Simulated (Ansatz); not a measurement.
The relaxed structure here is a generated cell of Y3Ge: the first start was made by placing the elements on the sites of a structure type, and the end was not matched to a known phase here, so it may be hypothetical.

Relaxation of a generated cell, Y3Ge built in the A15 structure type; 8 atoms in the cell, which starts as Pm-3n (No. 223), cP8; a = b = c = 6.226 Å, α = β = γ = 90.00°. These are r2SCAN (plane waves to 500 eV, PAW, scalar-relativistic; Ansatz, an electronic-structure program) values and carry that method's errors. Γ-centred k-mesh 4×4×4 on the run's cell (coarser than for final values), Fermi–Dirac smearing 0.05 eV. This is the first round of the run. 

The optimiser's lines from the output (shortened; P is positive under compression):

```
relax step   1: F+E_penalty+E_count = -31765.97401100 eV  Δ(F+E_penalty+E_count) = +0.000e0 eV  max|allowed force component| = 6.722e-18 eV/Å  Δτ_max = 0.0000 Å  P = -5.361 GPa  Ω = 241.377 Å³  (9 SCF iters, dr2 threshold 1.00e-7 eV, accepted)
relax step   2: F+E_penalty+E_count = -31766.49346869 eV  Δ(F+E_penalty+E_count) = -5.195e-1 eV  max|allowed force component| = 2.895e-17 eV/Å  Δτ_max = 0.0000 Å  P = +1.284 GPa  Ω = 207.768 Å³  (9 SCF iters, dr2 threshold 8.00e-7 eV, accepted)
relax step   3: F+E_penalty+E_count = -31766.51078702 eV  Δ(F+E_penalty+E_count) = -1.732e-2 eV  max|allowed force component| = 3.993e-17 eV/Å  Δτ_max = 0.0000 Å  P = -0.218 GPa  Ω = 213.509 Å³  (7 SCF iters, dr2 threshold 8.00e-7 eV, accepted)
relax step   4: F+E_penalty+E_count = -31766.51156600 eV  Δ(F+E_penalty+E_count) = -7.790e-4 eV  max|allowed force component| = 2.967e-17 eV/Å  Δτ_max = 0.0000 Å  P = -0.006 GPa  Ω = 212.655 Å³  (6 SCF iters, dr2 threshold 1.19e-7 eV, accepted)
relax step   5: F+E_penalty+E_count = -31766.50690021 eV  Δ(F+E_penalty+E_count) = +4.666e-3 eV  max|allowed force component| = 3.245e-17 eV/Å  Δτ_max = 0.0000 Å  P = -0.018 GPa  Ω = 212.655 Å³  stress off target by 1.84e-2 GPa  SCF on the basis re-selected at this cell (its energy is not comparable with the rows above)  (8 SCF iters)
```

From the first to the last row the energy changes by -0.07 eV/atom and the volume by -11.9 %. The last row is marked as not comparable with the walk above it, whose basis was carried along; it does compare with step 1, since both stand on a basis selected at the nominal cutoff for their own cell.

Later rounds, restarted from the end of this one on a renewed k-mesh, logged 3 more steps and released under 0.01 eV/atom more. The final structure after all rounds: Pm-3n (No. 223), cP8, A15 (Cr3Si type); a = 5.971 Å, b = 5.971 Å, c = 5.971 Å, α = 90.00°, β = 90.00°, γ = 90.00°. Between re-selections the logged energies stand on a plane-wave basis carried along with the cell. No spin polarisation in the result.

The run could not lower the symmetry of its start; a shaken copy of this end point relaxes with r2SCAN to C2/c (No. 15), 0.01 eV/atom lower.
